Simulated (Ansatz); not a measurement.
B3HN3:
Space group Cmc2₁ (No. 36); a = 7.5652 Å, b = 4.3573 Å, c = 6.8380 Å, α = 90.00°, β = 90.00°, γ = 90.00°

```json
[
 {"atom": "B", "site": "4a", "symmetry": "m..", "x": "0.0000", "y": "0.6923", "z": "0.0203"},
 {"atom": "N", "site": "4a", "symmetry": "m..", "x": "0.0000", "y": "0.6398", "z": "0.4668"},
 {"atom": "B", "site": "8b", "symmetry": "1", "x": "0.3310", "y": "0.3075", "z": "0.4817"},
 {"atom": "N", "site": "8b", "symmetry": "1", "x": "0.1685", "y": "0.1370", "z": "0.4875"},
 {"atom": "H", "site": "4a", "symmetry": "m..", "x": "0.0000", "y": "0.6405", "z": "0.2223"}
]
```
(The calculation used a cell of 14 atoms; values per cell refer to that cell.)

Relaxed at zero pressure with PBE+D3(BJ) (plane waves, PAW; program Ansatz).

### Question
The volume is raised by 6 % and shape and atoms relax at that volume. What pressure results, and how do the axes share the change?

### Answer
-3.3 GPa; a 0.3 %, b 0.3 %, c 5.3 %; the energy rises by 5 meV/atom.

### Question
Give the new structure.

### Answer

Space group Cmc2₁ (No. 36); a = 7.5884 Å, b = 4.3716 Å, c = 7.2025 Å, α = β = γ = 90.00°

```
atom  site  symmetry       x       y       z
----  ----  --------  ------  ------  ------
B       4a       m..  0.0000  0.6947  0.0184
N       4a       m..  0.0000  0.6376  0.4682
B       8b         1  0.3311  0.3050  0.4819
N       8b         1  0.1685  0.1348  0.4885
H       4a       m..  0.0000  0.6390  0.2203
```

The phase is kept; no other phase was compared at this pressure.

Space group Cmc2_1. The start of the workflow was typed in or built on a structure type; neither database checked (COD, Materials Project) lists it. Its standing as an ambient phase is unchecked. The cell was relaxed with PBE+D3(BJ) under the symmetry of its start; its stability against distortions is not shown here. The volume moved by -18 % from the start of the relaxation.

Potentials: the earlier of the program's two PAW sets.
